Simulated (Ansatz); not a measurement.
BN:
```xyz
4
Lattice="2.5410 0.0000 0.0000 -1.2705 2.2006 0.0000 0.0000 0.0000 4.2033" Properties=species:S:1:pos:R:3 pbc="T T T"
B      1.2705     0.7335     4.2022
B      0.0000     1.4671     2.1005
N      1.2705     0.7335     2.6282
N      0.0000     1.4671     0.5265
```

This is the PBEsol-relaxed structure. Cartesian axes are those of the cell as given.

Q: All from plane-wave PAW PBEsol (Ansatz code), unless another level is named. Predict the band gap.

A: 4.96 eV (indirect).

Q: Next, the hole effective mass, band 2 of 2 at the edge?

A: 0.36 along x, 1.3 along z (mₑ).

Q: And the HSE06 gap on the PBEsol cell?

A: 6.52 eV.

Q: Give the valence-band maximum.

A: at Γ.

Q: Give the weight of the conduction-edge state by species (Voronoi cells).

A: B 57 %, N 43 %.

Space group P6_3mc (wurtzite). The PBEsol relaxation kept the symmetry of its start.

Potentials: the later of the program's two PAW sets.
